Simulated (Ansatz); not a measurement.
The start is a relaxed AlNi cell, doubled along one cell vector, shaken by Gaussian noise of σ = 0.08 Å a coordinate. The structure is fully relaxed (lattice and positions, P = 0) with r2SCAN (plane waves to 500 eV, PAW, scalar-relativistic; Ansatz, a first-principles code). The first steps use a coarse 10×10×5 k-mesh.

Initial structure:
```
AlNi
1.0
    0.00000     2.89234     2.89234
    2.89234     0.00000     2.89234
    5.78468     5.78468     0.00000
Al Ni
4 4
Direct
  0.25834   0.21402   0.12765
  0.23948   0.23721   0.64634
  0.02838   0.98887   0.00941
  0.00006   0.98848   0.49949
  0.51738   0.53555   0.23927
  0.47634   0.51810   0.74899
  0.76783   0.76641   0.35380
  0.75687   0.69760   0.88155
```

* **Initial pressure**: +3.6 GPa (positive: the cell is compressed)
* **Energy released**: 0.33 eV/atom
* **Volume change**: -1.8 %, from 12.10 to 11.88 Å³/atom
* **Relative to the parent**: It does not go back: it reaches Imma (No. 74), 0.25 eV/atom below the parent
* **Shortest distances (start → end)**: The closest pairs of elements (up to four, under 3.6 Å), start → end: Al–Ni 2.27 → 2.45 Å; Al–Al 2.31 → 2.64 Å; Ni–Ni 2.37 → 2.59 Å
* **Band gap at the end**: no gap (metallic)
* **Optimiser moves**: 19

Final structure:

Space group Imma (No. 74); a = 3.255 Å, b = 3.663 Å, c = 7.970 Å, α = 90.00°, β = 90.00°, γ = 90.00°

```json
[
 {"atom": "Al", "site": "4e", "symmetry": "mm2", "x": "0.0000", "y": "0.2500", "z": "0.3803"},
 {"atom": "Ni", "site": "4e", "symmetry": "mm2", "x": "0.0000", "y": "0.7500", "z": "0.1239"}
]
```
(The calculation used a cell of 4 atoms; values per cell refer to that cell.)

Final values are on a 19×19×19 k-mesh of the relaxed cell. No spin polarisation in the result. A magnetic state may lie lower.

The relaxed structure here is a generated cell of AlNi: the first start was made by placing the elements on the sites of a structure type, and the end was not matched to a known phase here, so it may be hypothetical. Known forms of AlNi include space group No. 221.
